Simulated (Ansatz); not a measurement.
# Kick test of a cell of Ga4AsP3

It was reached by relaxing an invented guess, and it needn't be the stable form of this composition.

Computed with DFT PBE, scalar-relativistic, plane waves, PAW in Ansatz 0.2.0. Cutoff 420 eV; k points 12×12×2 on the computed 8-atom cell (Γ-centred); Gaussian smearing, width 0.02 eV; no spin polarisation.

The cell below (8 atoms, space group P3m1 (No. 156)) is relaxed within its symmetry.

```xyz
8
Lattice="3.9217 0.0000 0.0000 -1.9608 3.3963 0.0000 0.0000 0.0000 12.9373" Properties=species:S:1:pos:R:3 pbc="T T T"
Ga    1.9608    1.1321    6.5448
Ga    1.9608    1.1321   12.9147
Ga    0.0000    0.0000    3.1613
Ga    0.0000    0.0000    9.7264
P     1.9608    1.1321    2.3748
P     1.9608    1.1321    8.9347
P     0.0000    0.0000   12.1225
As    0.0000    0.0000    5.6469
```

For the test it was strained at random (σ = 1.5 % a component), the atoms were moved at random (σ = 0.15 Å), and all was relaxed again on a coarse 6×6×1 mesh (in the run’s order of axes) with 0.10 eV smearing, with no symmetry imposed.

**Question.** What happens?

**Answer.** It returns, within 1 meV/atom of the unmoved cell on that mesh and with the same symmetry when read at 0.1 Å. No instability shows in this cell; modes of other wave vectors, which need another repeat, aren't tested.
